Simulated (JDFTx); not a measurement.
An input for JDFTx (a modified build) (Rh(111), linear PCM (GLSSA13), water, 1 M NaCl; bohr, hartree) and the course of its log:

```
lattice \
  5.0856823471 2.5428411736 0.0000000000 \
  0.0000000000 4.4043301034 0.0000000000 \
  0.0000000000 0.0000000000 42.7078104165
coords-type Lattice
ion Rh 0.0000000000 0.0000000000 -0.1458436600 0
ion Rh 0.3333333333 0.3333333333 -0.0486145530 0
ion Rh 0.6666666667 0.6666666667 0.0486145530 0
ion Rh 0.0000000000 0.0000000000 0.1458436600 0
ion-species pseudo/rh_pbe_v1.4.upf
elec-cutoff 20 100
elec-ex-corr gga-x-rpbe gga-c-pbe
coulomb-interaction Slab 001
coulomb-truncation-embed 0 0 0
kpoint-folding 10 10 1
elec-smearing Fermi 0.01
elec-n-bands 41
target-mu -0.153980
electronic-scf nIterations 100 energyDiffThreshold 1e-07
fluid LinearPCM
pcm-variant GLSSA13
fluid-solvent H2O
fluid-cation Na+ 1
fluid-anion Cl- 1
fluid-minimize nIterations 400 knormThreshold 1e-11
wavefunction read f0.wfns
elec-initial-eigenvals f0.eigenvals
elec-initial-fillings read f0.fillings
fluid-initial-state f0.fluidState
dump-name f0_u0.$VAR
dump End State Ecomponents EigStats BandEigs Forces ElecDensity IonicPositions Fillings Kpoints Dtot FluidDebug BoundCharge FluidDensity
```

```
[one cycle in 5 is shown, and the last three; fluid-solver lines are left out]
	FillingsUpdate:  mu: -0.153980000  nElectrons: 63.256841
SCF: Cycle:  0   G: -309.889108940982226   dG: +7.068e+00   |Residual|: 3.011e-01   |deigs|: 1.626e-07
	FillingsUpdate:  mu: -0.153980000  nElectrons: 60.469531
SCF: Cycle:  5   G: -316.848894027147594   dG: -5.274e-02   |Residual|: 2.493e-02   |deigs|: 1.354e-03
	FillingsUpdate:  mu: -0.153980000  nElectrons: 60.082790
SCF: Cycle: 10   G: -316.957132509845508   dG: -5.382e-04   |Residual|: 2.252e-03   |deigs|: 7.976e-04
	FillingsUpdate:  mu: -0.153980000  nElectrons: 60.058307
SCF: Cycle: 15   G: -316.957430446941714   dG: -4.194e-04   |Residual|: 5.954e-04   |deigs|: 5.516e-04
	FillingsUpdate:  mu: -0.153980000  nElectrons: 60.061414
SCF: Cycle: 20   G: -316.957435222948504   dG: -3.520e-08   |Residual|: 9.529e-05   |deigs|: 3.783e-04
	FillingsUpdate:  mu: -0.153980000  nElectrons: 60.060277
SCF: Cycle: 25   G: -316.957435276692934   dG: +3.869e-08   |Residual|: 4.536e-05   |deigs|: 3.199e-05
	FillingsUpdate:  mu: -0.153980000  nElectrons: 60.060295
SCF: Cycle: 30   G: -316.957435312964719   dG: +1.827e-08   |Residual|: 3.691e-05   |deigs|: 2.881e-06
	FillingsUpdate:  mu: -0.153980000  nElectrons: 60.060216
SCF: Cycle: 35   G: -316.957435292805542   dG: -7.948e-08   |Residual|: 4.633e-05   |deigs|: 5.163e-06
	FillingsUpdate:  mu: -0.153980000  nElectrons: 60.059422
SCF: Cycle: 40   G: -316.957433819720620   dG: +1.578e-06   |Residual|: 1.475e-04   |deigs|: 1.332e-05
	FillingsUpdate:  mu: -0.153980000  nElectrons: 60.059951
SCF: Cycle: 45   G: -316.957434935749973   dG: +6.222e-08   |Residual|: 8.543e-05   |deigs|: 7.211e-06
	FillingsUpdate:  mu: -0.153980000  nElectrons: 60.060224
SCF: Cycle: 50   G: -316.957435211362963   dG: -2.438e-07   |Residual|: 5.769e-05   |deigs|: 1.331e-05
	FillingsUpdate:  mu: -0.153980000  nElectrons: 60.060313
SCF: Cycle: 55   G: -316.957435276268313   dG: +9.882e-08   |Residual|: 5.109e-05   |deigs|: 5.812e-06
	FillingsUpdate:  mu: -0.153980000  nElectrons: 60.060257
SCF: Cycle: 60   G: -316.957435193490142   dG: -7.882e-08   |Residual|: 6.742e-05   |deigs|: 3.914e-06
	FillingsUpdate:  mu: -0.153980000  nElectrons: 60.060468
SCF: Cycle: 65   G: -316.957435424478888   dG: -6.843e-09   |Residual|: 3.672e-05   |deigs|: 2.015e-06
	FillingsUpdate:  mu: -0.153980000  nElectrons: 60.060447
SCF: Cycle: 70   G: -316.957435371659869   dG: -1.523e-07   |Residual|: 3.499e-05   |deigs|: 7.634e-06
	FillingsUpdate:  mu: -0.153980000  nElectrons: 60.060249
SCF: Cycle: 75   G: -316.957435287349767   dG: +2.619e-08   |Residual|: 4.898e-05   |deigs|: 5.345e-06
	FillingsUpdate:  mu: -0.153980000  nElectrons: 60.060541
SCF: Cycle: 80   G: -316.957435385969006   dG: +4.941e-08   |Residual|: 4.417e-05   |deigs|: 4.528e-06
	FillingsUpdate:  mu: -0.153980000  nElectrons: 60.060436
SCF: Cycle: 85   G: -316.957435371772533   dG: +6.971e-08   |Residual|: 3.501e-05   |deigs|: 2.909e-06
	FillingsUpdate:  mu: -0.153980000  nElectrons: 60.059933
SCF: Cycle: 90   G: -316.957434936148047   dG: -1.318e-07   |Residual|: 8.340e-05   |deigs|: 5.692e-06
	FillingsUpdate:  mu: -0.153980000  nElectrons: 60.060102
SCF: Cycle: 95   G: -316.957435115922010   dG: -1.315e-07   |Residual|: 6.852e-05   |deigs|: 1.384e-06
	FillingsUpdate:  mu: -0.153980000  nElectrons: 60.060420
SCF: Cycle: 97   G: -316.957435371159875   dG: -2.182e-06   |Residual|: 3.889e-05   |deigs|: 1.526e-05
	FillingsUpdate:  mu: -0.153980000  nElectrons: 60.060641
SCF: Cycle: 98   G: -316.957435444941837   dG: -7.378e-08   |Residual|: 1.562e-05   |deigs|: 2.094e-06
	FillingsUpdate:  mu: -0.153980000  nElectrons: 60.061203
SCF: Cycle: 99   G: -316.957435341605446   dG: +1.033e-07   |Residual|: 5.006e-05   |deigs|: 3.054e-06
SCF: None of the convergence criteria satisfied after 100 iterations.
IonicMinimize: Iter:   0  G: -316.957435341605446  |grad|_K:  0.000e+00
IonicMinimize: Converged (|grad|_K<1.000000e-04).
```

This run gave no converged result. The loop ran out of cycles short of its threshold. It has stalled and not diverged: the last ten energies span 2e-06 Ha, so the total is near its end, but levels, forces and the electron count aren't shown converged.
